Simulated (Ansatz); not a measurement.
TiS (NiAs type, P6_3/mmc) under volume change, LDA (plane waves, PAW; program Ansatz), shape and atoms relaxed at each volume.

| V (Å³/atom) | E − E(relaxed) (meV/atom) | P (GPa) |
|---|---|---|
| 13.010 | 65.2 | 17.62 |
| 13.439 | 27.4 | 10.79 |
| 13.868 | 6.5 | 4.97 |
| 14.297 | 0.0 | 0.00 |
| 14.726 | 5.8 | -4.24 |
| 15.155 | 22.2 | -7.86 |
| 15.583 | 47.5 | -10.95 |

What does a third-order Birch–Murnaghan fit give for V₀, B₀ and B′?

V₀ = 14.30 Å³/atom, B₀ = 153 GPa, B′ = 4.3.

The workflow started from an entry of the Crystallography Open Database (COD), which files this formula under 2 space groups. Whether it is the stable phase at ambient conditions was not checked. Symmetry was held in the LDA relaxation; of distortions, only those at the zone centre were tested. The run is not spin-polarised.

Potentials: the later of the program's two PAW sets.
